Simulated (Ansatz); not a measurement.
Rb3Ba: how the plane-wave cutoff moves the results

Computed with DFT PBE, scalar-relativistic, plane waves, PAW in Ansatz 0.2.0.

```
CELL_PARAMETERS angstrom
0.01765 5.56105 5.44890
5.46843 -0.00553 5.47208
5.46426 5.58006 -0.00136
ATOMIC_POSITIONS crystal
Rb 0.25319 0.24384 0.24643
Rb 0.74965 0.77220 0.73616
Rb 0.47616 0.51083 0.48305
Ba 0.98373 0.00700 0.99939
```

```
Γ-centred k-mesh               : 6×6×6
occupation rule                : Gaussian smearing, 0.1 eV
spin treatment                 : unpolarised
valence charge of the PAW sets : Rb 9, Ba 10
```

The atoms are held and the plane-wave cutoff is swept. Energies are extrapolated to zero smearing and count from the reference run, 420 eV. The cell was strained and its atoms displaced at random, so that forces don't vanish. Spin–orbit coupling is left out. Pressure is positive in compression and holds a correction for the finite cutoff (Pulay stress).

(1) One run gave ΔE = 27.9 meV/atom and P = 0.04 GPa. Which plane-wave cutoff did it use, of 200, 250, 300, 350?

Results:

(1) 250 eV. All runs:

```csv
cutoff (eV),ΔE (meV/atom),P (GPa),largest change of a force component (eV/Å),plane waves at Γ
200,209,0.04,0.001,2105
250,27.9,0.04,0.000,2973
300,2.83,0.04,0.000,3883
350,0.19,0.04,0.000,4961
420,0.00,0.04,0.000,6475
```